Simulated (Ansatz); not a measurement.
Zn:
```cif
data_Zn
_chemical_formula_sum 'Zn1'
_space_group_name_H-M_alt 'P 1'
_space_group_IT_number 1
_cell_length_a 2.67312
_cell_length_b 2.67312
_cell_length_c 2.67312
_cell_angle_alpha 60.000
_cell_angle_beta 60.000
_cell_angle_gamma 60.000
loop_
_space_group_symop_operation_xyz
  'x, y, z'
loop_
_atom_site_label
_atom_site_type_symbol
_atom_site_fract_x
_atom_site_fract_y
_atom_site_fract_z
_atom_site_occupancy
Zn1 Zn 0.00000 0.00000 0.00000 1
```

This is the LDA-relaxed structure.

**Question.** All from plane-wave PAW LDA (Ansatz code), unless another level is named. Estimate the bulk modulus (Birch–Murnaghan fit).

**Answer.** 99.0 GPa.

**Question.** Next, the elastic constants (relaxed ions, GPa)?

**Answer.** C11 = 148, C12 = 76.4, C44 = -9.1.

Space group Fm-3m (fcc (Cu type)). The workflow started from a Materials Project entry (that database holds measured and hypothetical structures alike); the Crystallography Open Database copy checked does not list it. It is not the phase usual at ambient conditions (space group No. 194). The LDA relaxation kept the symmetry of its start. At this level the phase is mechanically unstable. As this level gives no gap, shear constants depend on the k-mesh and smearing (Fermi–Dirac, 0.1 eV here).

Potentials: the later of the program's two PAW sets.
